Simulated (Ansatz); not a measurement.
Run on CsTl (NaTl type): DFT, PBEsol, all-electron LAPW, scalar-relativistic (Ansatz 0.2.0).

The cell comes from a relaxation on PAW files under the same functional, begun from a prototype that needn't be the stable phase.

Command: `ansatz run input.yaml --threads 1 --pin off --max-ram 3072MiB --backend cpu --events-out ev --progress --plain --runs-dir out` It took 25 s on 1 thread of AMD EPYC 9R45 96-Core Processor (Zen 5), with other jobs on the host, peak memory 0.49 GiB.

```yaml
crystal:
  lattice:
    - [0.0, 4.2560495391, 4.2560495391]
    - [4.2560495391, 0.0, 4.2560495391]
    - [4.2560495391, 4.2560495391, 0.0]
  atoms:
    - { symbol: Cs, position: [0.125, 0.125, 0.125] }
    - { symbol: Cs, position: [-0.125, -0.125, -0.125] }
    - { symbol: Tl, position: [0.375, 0.375, 0.375] }
    - { symbol: Tl, position: [-0.375, -0.375, -0.375] }
kpoints:
  mp_grid: { grid: [6, 6, 6] }
  band_path:
    path:
      - [0.0, 0.0, 0.0]
      - [0.5, 0.0, 0.5]
      - [0.625, 0.25, 0.625]
      - [0.375, 0.375, 0.75]
      - [0.0, 0.0, 0.0]
      - [0.5, 0.5, 0.5]
      - [0.5, 0.25, 0.75]
      - [0.5, 0.0, 0.5]
    npoints: 14
scf:
  occupations: { method: fermi_dirac, width: 0.05 }
hamiltonian:
  xc: pbesol
  pseudopotentials: { kind: all_electron, lapw: { basis_error: 0.0005 } }
output:
  forces: true
  stress: true
  eigenvalues: true
  populations: true
  dos: { projected: true, de: 0.2, e_range: [-14, 8] }
```

Output:

```
Cs: projections on atomic orbitals take those of the free atom 1s2 2s2 2p6 3s2 3p6 3d10 4s2 4p6 4d10 5s2 5p6 6s1, of charge +0.00 (hamiltonian.pseudopotentials.projection_atoms)
Tl: projections on atomic orbitals take those of the free atom 1s2 2s2 2p6 3s2 3p6 3d10 4s2 4p6 4d10 4f14 5s2 5p6 5d10 6s2 6p1, of charge +0.00 (hamiltonian.pseudopotentials.projection_atoms)
LAPW: plane waves up to 6.242 Å⁻¹, error target 5.0e-4 eV per atom; small_component_spin mean_spin; Cs in spheres of 1.843 Å, 27 of its electrons in bands, Dirac shells []; Tl in spheres of 1.843 Å, 35 of its electrons in bands, Dirac shells [] (how accurate: hamiltonian.pseudopotentials.lapw.basis_error, Limitations)
Engine: ansatz 0.2.0
Pseudopotentials: kind: all_electron
Pseudopotential: Cs, LAPW, valence charge 27, lapw/all_electron/scalar/gaussian/Cs, Koelling and Harmon's equation, gaussian nucleus
Pseudopotential: Tl, LAPW, valence charge 35, lapw/all_electron/scalar/gaussian/Tl, Koelling and Harmon's equation, gaussian nucleus
Functional definition: PBEsol
  exchange = pbesol_x
  correlation = pbesol_c
Crystal: 4 atoms, lattice volume = 154.188 Å³
Basis set: ecut = 148.43387934628893 eV, 609 PW (Γ), exchange–correlation at level 2
Bands: 75, of which v1, the nominal top of the filled ones, is band 62 counted from 1 (61 counted from 0)
Symmetry: 48 space group operations
Space group: Fd-3m (ITA 227), of the structure as read, at distance tolerance 5.4e-5 Å
k-points: 16 of 216
Non-local potential: Cs, projectors of the file, none
Non-local potential: Tl, projectors of the file, none
Initial density: superposition of atomic densities (chi_scale 0.1, normalization cell, long waves kept (reshape's long-wave potential 0.00 eV rms))
Initial wavefunctions: plane waves of lowest kinetic energy (no species holds an atomic orbital)
Functional: x = pbesol(κ = 0.804, μ = 0.12345679012345678), c = pbesol(β = 0.046)
iter 1 solved again at ethr=2.24e-4 eV; its pass at ethr=1.00e-1 eV (dr2=2.78e-1 eV) is discarded
SCF iter   1: F=—  HF=-1524857.204179 eV  |F-HF|=—  |Δ(HF+E_count)|=         —  Δρ=6.70e-3  dr2=2.78e-1  ethr=2.24e-4  ⟨swp⟩=3.0  Hψ=7462  notcnv=0
preconditioner: auto → LDOS  [metal: Δε(μ)=0.027 eV  Ē_g=13.056 eV  σ=0.050 eV  W_gap=0.14  n_scr=58 (ndim 8)  ℏωp=18.9 eV  f_vac=0.076  D(μ)=1.90/eV (n_scr^D=14)  β→1.0]
iter 2 solved again at ethr=1.52e-5 eV; its pass at ethr=2.24e-4 eV (dr2=1.89e-2 eV) is discarded
SCF iter   2: F=—  HF=-1524857.104689 eV  |F-HF|=—  |Δ(HF+E_count)|=   9.95e-2  Δρ=2.08e-3  dr2=1.89e-2  ethr=1.52e-5  ⟨swp⟩=2.0  Hψ=6528  notcnv=0
SCF iter   3: F=—  HF=-1524857.011102 eV  |F-HF|=—  |Δ(HF+E_count)|=   9.36e-2  Δρ=1.01e-3  dr2=4.32e-3  ethr=1.52e-5  ⟨swp⟩=3.0  Hψ=4115  notcnv=0
SCF iter   4: F=—  HF=-1524856.991405 eV  |F-HF|=—  |Δ(HF+E_count)|=   1.97e-2  Δρ=3.87e-4  dr2=6.12e-4  ethr=3.48e-6  ⟨swp⟩=2.0  Hψ=3881  notcnv=0
SCF iter   5: F=—  HF=-1524856.990324 eV  |F-HF|=—  |Δ(HF+E_count)|=         —  Δρ=1.22e-4  dr2=3.77e-5  ethr=4.94e-7  ⟨swp⟩=2.0  Hψ=3881  notcnv=0
the basis was enlarged: its passes take 361.6 KiB over the memory plan, 1 of 1 planned eigensolver slots
SCF iter   6: F=—  HF=-1524856.990329 eV  |F-HF|=—  |Δ(HF+E_count)|=   4.90e-6  Δρ=3.03e-5  dr2=1.22e-6  ethr=3.04e-8  ⟨swp⟩=2.1  Hψ=3882  notcnv=0
SCF iter   7: F=-1524856.990330 eV  HF=-1524856.990330 eV  |F-HF|=1.35e-8  |Δ(HF+E_count)|=   1.48e-6  Δρ=5.05e-6  dr2=3.22e-8  ethr=9.85e-10  ⟨swp⟩=3.0  Hψ=3936  notcnv=0
SCF 1 converged in 7 iterations: F = -1524856.990330 eV  dr2 = 3.22e-8
NSCF: frozen V_eff on 99 k-points
SCF converged after 7 iterations
Free energy (F): -1524856.990330 eV
Harris-Foulkes:  -1524856.990330 eV  (|F-HF|=1.35e-8)
Internal energy: -1524856.975175 eV  (E = F + TS)
E sigma→0 (E₀):  -1524856.982753 eV
Entropy (-TS):   -0.015155 eV (-3.789 meV/atom)
Fermi energy:    11.507791 eV
--- Per-component energies (eV) ---
  E_band       = -7616.511459
  E_kinetic    = 1714910.118735
  E_xc         = -30725.810086
  E_electrostatic = -3209041.283824  (all electrons and nuclei)
  E_smearing   = -0.015155  (= −TS)
  E_closure    = 0.000000  (closes the sum)
  E_atoms      = -1524849.687674  (free atoms, spherical and without spin; not in F)
  Σ components = -1524856.990330   (vs F -1524856.990330, Δ=0.00e0)
  Basis errors (estimates in eV, not in F): energy 9.2e-5 per atom: plane waves 7.5e-5 (3.8e-5 summed), levels above the bands 4.1e-61, relativity 3.9e-9, radial functions 1.7e-5, core shells 5.0e-10; eigenvalues (radial functions only) 1.1e-5; not estimated: angular momenta, meshes, grids; target (lapw.basis_error) 5.0e-4; muffin-tin radii Cs 1.843 Å, Tl 1.843 Å
--- Forces (eV/Å), atoms counted from 1 ---
  atom   1  Cs     0.00000000     0.00000000    -0.00000000
  atom   2  Cs     0.00000000     0.00000000    -0.00000000
  atom   3  Tl     0.00000000     0.00000000     0.00000000
  atom   4  Tl    -0.00000000    -0.00000000    -0.00000000
  max |Σ_I F_I| component: 2.14e-17 eV/Å
--- Stress (GPa, compression-positive) ---
       -0.010566       0.000000       0.000000
        0.000000      -0.010566      -0.000000
        0.000000      -0.000000      -0.010566
  P = ⅓ Tr σ = -0.0106 GPa (-0.106 kbar)
--- Band table (eV; the first three rows and the last of 16) ---
  k-point 0: bands = ["-204.2947", "-204.2947", "-144.9215", "-144.9215", "-144.9215", "-144.9215", "-144.9215", "-144.9215", "-115.0541", "-115.0541", "-98.3926", "-98.3926", "-98.3926", "-98.3926", "-98.3926", "-98.3926", "-98.3924", "-98.3924", "-98.3924", "-98.3924", "-98.3924", "-98.3924", "-98.3921", "-98.3921", "-60.2243", "-60.2243", "-60.2243", "-60.2235", "-60.2235", "-60.2235", "-58.5867", "-58.5867", "-58.5867", "-58.5863", "-58.5863", "-58.5863", "-58.5846", "-58.5846", "-58.5844", "-58.5844", "-11.4779", "-11.0409", "0.1473", "0.1473", "0.1473", "0.2096", "0.2096", "0.3054", "0.3054", "0.3054", "0.3644", "0.3644", "1.4811", "1.4811", "1.4811", "2.2756", "2.2756", "2.2756", "4.2771", "7.4278", "11.5196", "11.5196", "11.5196", "13.1886", "13.1886", "13.1886", "13.3293", "13.3293", "15.4030", "17.0130", "17.0130", "17.0130", "18.9177", "18.9177", "20.4201"]
  k-point 1: bands = ["-204.2947", "-204.2947", "-144.9215", "-144.9215", "-144.9215", "-144.9215", "-144.9215", "-144.9215", "-115.0541", "-115.0541", "-98.3926", "-98.3926", "-98.3926", "-98.3926", "-98.3926", "-98.3926", "-98.3924", "-98.3924", "-98.3924", "-98.3924", "-98.3924", "-98.3924", "-98.3921", "-98.3921", "-60.2243", "-60.2243", "-60.2242", "-60.2235", "-60.2235", "-60.2235", "-58.5867", "-58.5867", "-58.5867", "-58.5863", "-58.5863", "-58.5863", "-58.5846", "-58.5846", "-58.5844", "-58.5844", "-11.4569", "-11.0633", "0.1382", "0.1382", "0.1772", "0.2217", "0.2217", "0.2872", "0.3006", "0.3006", "0.3647", "0.3647", "1.4432", "1.4554", "1.4554", "2.1997", "2.3099", "2.3099", "4.5499", "7.1521", "11.2810", "11.2810", "11.7152", "12.9660", "13.2130", "13.2130", "13.8952", "13.8952", "16.0268", "16.9070", "16.9070", "17.1826", "18.4358", "18.4358", "19.1388"]
  k-point 2: bands = ["-204.2947", "-204.2947", "-144.9215", "-144.9215", "-144.9215", "-144.9215", "-144.9215", "-144.9215", "-115.0541", "-115.0541", "-98.3926", "-98.3926", "-98.3926", "-98.3926", "-98.3926", "-98.3926", "-98.3924", "-98.3924", "-98.3924", "-98.3924", "-98.3924", "-98.3924", "-98.3921", "-98.3921", "-60.2243", "-60.2243", "-60.2242", "-60.2236", "-60.2235", "-60.2235", "-58.5867", "-58.5867", "-58.5867", "-58.5864", "-58.5863", "-58.5863", "-58.5845", "-58.5845", "-58.5844", "-58.5844", "-11.4056", "-11.1174", "0.1394", "0.1394", "0.1944", "0.2066", "0.2066", "0.3145", "0.3145", "0.3175", "0.3614", "0.3614", "1.2521", "1.4117", "1.4117", "2.2264", "2.3704", "2.3704", "5.0716", "6.6137", "11.0012", "11.0012", "11.3481", "13.2147", "13.2147", "14.4465", "15.0498", "15.0498", "15.3645", "16.9017", "16.9017", "17.1984", "17.6213", "17.6213", "19.0353"]
  k-point 15: bands = ["-204.2947", "-204.2947", "-144.9215", "-144.9215", "-144.9215", "-144.9215", "-144.9215", "-144.9215", "-115.0541", "-115.0541", "-98.3926", "-98.3926", "-98.3926", "-98.3926", "-98.3926", "-98.3926", "-98.3924", "-98.3924", "-98.3924", "-98.3924", "-98.3924", "-98.3924", "-98.3921", "-98.3921", "-60.2244", "-60.2244", "-60.2239", "-60.2239", "-60.2234", "-60.2234", "-58.5868", "-58.5868", "-58.5865", "-58.5865", "-58.5863", "-58.5863", "-58.5845", "-58.5845", "-58.5845", "-58.5845", "-11.2632", "-11.2632", "0.1540", "0.1540", "0.2229", "0.2229", "0.2850", "0.2850", "0.3079", "0.3079", "0.3836", "0.3836", "1.0898", "1.0898", "1.7854", "1.7854", "2.5302", "2.5302", "5.7944", "5.7944", "11.0673", "11.0673", "12.9861", "12.9861", "13.7606", "13.7606", "15.0561", "15.0561", "15.4995", "15.4995", "16.5655", "16.5655", "17.2125", "17.2125", "18.9887"]
--- Löwdin populations: 4 sites ---
  site symbol       q [e]
     0     Cs     54.1051
     1     Cs     54.1051
     2     Tl     81.7654
     3     Tl     81.7654
  spilling = 0.000952 (of n_electrons = 272.000000)
```

populations.tsv:

```
# site	symbol	l	j	q
# orbitals = lowdin
# n_electrons = 272.000000
# spilling = 0.000952
# projection_atom_Cs: 1s2 2s2 2p6 3s2 3p6 3d10 4s2 4p6 4d10 5s2 5p6 6s1
# projection_atom_Tl: 1s2 2s2 2p6 3s2 3p6 3d10 4s2 4p6 4d10 4f14 5s2 5p6 5d10 6s2 6p1
0	Cs	0_1S	-	1.999999
0	Cs	0_2S	-	1.999964
0	Cs	0_3S	-	1.999494
0	Cs	0_4S	-	1.994221
0	Cs	0_5S	-	1.903583
0	Cs	0_6S	-	0.316477
0	Cs	1_2P	-	6.000000
0	Cs	1_3P	-	5.999991
0	Cs	1_4P	-	5.999498
0	Cs	1_5P	-	5.891948
0	Cs	2_3D	-	9.999998
0	Cs	2_4D	-	9.999882
1	Cs	0_1S	-	1.999999
1	Cs	0_2S	-	1.999964
1	Cs	0_3S	-	1.999494
1	Cs	0_4S	-	1.994221
1	Cs	0_5S	-	1.903583
1	Cs	0_6S	-	0.316477
1	Cs	1_2P	-	6.000000
1	Cs	1_3P	-	5.999991
1	Cs	1_4P	-	5.999498
1	Cs	1_5P	-	5.891948
1	Cs	2_3D	-	9.999998
1	Cs	2_4D	-	9.999882
2	Tl	0_1S	-	2.000000
2	Tl	0_2S	-	1.999993
2	Tl	0_3S	-	1.999911
2	Tl	0_4S	-	1.999159
2	Tl	0_5S	-	1.990301
2	Tl	0_6S	-	1.659857
2	Tl	1_2P	-	6.000000
2	Tl	1_3P	-	5.999999
2	Tl	1_4P	-	5.999958
2	Tl	1_5P	-	5.996687
2	Tl	1_6P	-	2.131626
2	Tl	2_3D	-	10.000000
2	Tl	2_4D	-	9.999997
2	Tl	2_5D	-	9.987925
2	Tl	3_4F	-	13.999998
3	Tl	0_1S	-	2.000000
3	Tl	0_2S	-	1.999993
3	Tl	0_3S	-	1.999911
3	Tl	0_4S	-	1.999159
3	Tl	0_5S	-	1.990301
3	Tl	0_6S	-	1.659857
3	Tl	1_2P	-	6.000000
3	Tl	1_3P	-	5.999999
3	Tl	1_4P	-	5.999958
3	Tl	1_5P	-	5.996687
3	Tl	1_6P	-	2.131626
3	Tl	2_3D	-	10.000000
3	Tl	2_4D	-	9.999997
3	Tl	2_5D	-	9.987925
3	Tl	3_4F	-	13.999998
```

Spin–orbit coupling is left out, which matters for the heavy atoms.
